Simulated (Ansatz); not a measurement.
## SnSe: one atom moved along a line

The calculation used DFT LDA, scalar-relativistic, plane waves, PAW in Ansatz 0.2.0. Settings: plane waves to 420 eV, k-mesh 6×6×6 (Γ-centred), Gaussian smearing 0.05 eV. No spin polarisation. Energies are free energies at this smearing, counted from the undisturbed cell; pressure is positive in compression.

Zero of the scan (relaxed at this level; with this scan's settings it stands at 0.1 GPa; this rock-salt form isn't the usual structure):

```
Sn Se
1.0
     5.89330    0.00000    0.00000
     0.00000   -5.89330    0.00000
     0.00000    0.00000   -5.89330
Sn Se
4 4
Cartesian
  0.0000 0.0000 0.0000
  2.9466 -2.9466 0.0000
  2.9466 0.0000 -2.9466
  0.0000 -2.9466 -2.9466
  2.9466 0.0000 0.0000
  0.0000 -2.9466 0.0000
  0.0000 0.0000 -2.9466
  2.9466 -2.9466 -2.9466
```

Atom 5 (Se) is moved by x along the Cartesian unit vector (0.000, 0.000, 1.000); the cell and all other atoms stay fixed.

| x (Å) | ΔE (meV/cell) |
| --- | --- |
| -0.1000 | 6.9 |
| -0.0600 | 2.4 |
| -0.0200 | 0.3 |
| 0.0000 | 0.0 |
| 0.0400 | 1.0 |
| 0.0800 | 4.3 |
| 0.0900 | 5.5 |

Q: Predict the force along x on the moved atoms (eV/Å) at each point.

A:
```tsv
x (Å)	force along x on the moved atoms (eV/Å)
-0.1000	0.15
-0.0600	0.08
-0.0200	0.03
0.0000	0.00
0.0400	-0.05
0.0800	-0.11
0.0900	-0.13
```

Cost: 7 runs of about 10 core-minutes in all, on Intel Xeon Processor @ 2.50GHz (Skylake/Cascade Lake) (shared hosts).